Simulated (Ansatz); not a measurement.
Here is an unrelaxed guess for LiAl5B.

```
Li Al B
1.0
     3.17316    1.83202    3.39426
    -3.17316    1.83202    3.39426
     0.00000   -3.66405    3.39426
Li Al B
1 5 1
Direct
  0.50000 0.50000 0.50000
  0.84826 0.84826 0.84826
  0.15174 0.15174 0.15174
  0.50000 0.50000 0.00000
  0.00000 0.50000 0.50000
  0.50000 0.00000 0.50000
  0.00000 0.00000 0.00000
```

These are results of DFT PBE, scalar-relativistic, plane waves, PAW (Ansatz), not measurements. Plane waves to 420 eV, a k mesh through Γ of 6×6×6 on the computed 7-atom cell and Gaussian smearing (0.10 eV); no spin polarisation.

Formation energies are uncorrected and refer to the elements' standard structures at the same level.

Question: What does a single point on this coarse mesh give?

Answer: The pressure is 24.5 GPa (the mean over three directions, positive in compression), the largest force is 14.72 eV/Å, and the energy is +1.55 eV/atom against the elements. The shortest distance is 1.55 Å.

Question: How much does it gain on relaxing, and where does it end?

Answer: Relaxing gains about 1.3 eV/atom (the start's value is from the coarse mesh, so the gain is rough) in 19 ionic steps and ends at +0.24 eV/atom on the finer mesh. The symmetry stays R-3m (No. 166). The volume per atom shrinks by 9.4 %, from 16.9 to 15.3 Å³. The shortest distance goes from 1.55 Å (Al–B) to 2.13 Å (Al–B). The ratio c/a of the conventional cell changes by a factor of 1.72. Conventional cell: a = 5.121 Å, c = 14.172 Å. Around Li lie 6 Al at 2.79 Å and 6 Al at 2.97 Å; around Al on a site of symmetry 3m lie 1 B at 2.13 Å, 3 Li at 2.97 Å, 6 Al at 2.98–2.99 Å and 6 Al at 3.33 Å; B has 2 Al at 2.13 Å and 6 Al at 2.56 Å; 1 more site not described.

The last run used a 12×12×12 mesh for its 7-atom cell and Gaussian smearing of 0.10 eV. The cell is a metal run without spin; a magnetic state may lie lower. The relaxation can't lower the symmetry of the start. Symmetry constrained the relaxation, so the result can be a saddle point.
